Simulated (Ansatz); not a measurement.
KMgF$_{3}$:
```
CELL_PARAMETERS angstrom
      4.05424     0.00000     0.00000
      0.00000     4.05424     0.00000
      0.00000     0.00000     4.05424
ATOMIC_POSITIONS crystal
  K  0.50000 0.50000 0.50000
  Mg 0.00000 0.00000 0.00000
  F  0.50000 0.00000 0.00000
  F  0.00000 0.50000 0.00000
  F  0.00000 0.00000 0.50000
```

Relaxed with PBE.

**Question.** Give the Bader charges and basin volumes of the independent atoms, DFT-PBE in the program Ansatz with PAW potentials.

**Answer.** 

```tsv
atom	Bader charge (e)	Bader volume (Å³)
K1	+0.88	17.7
Mg2	+1.77	4.7
F3	-0.88	14.8
```

Space group Pm-3m (cubic perovskite). Symmetry was held in the PBE relaxation.

Potentials: the later of the program's two PAW sets.
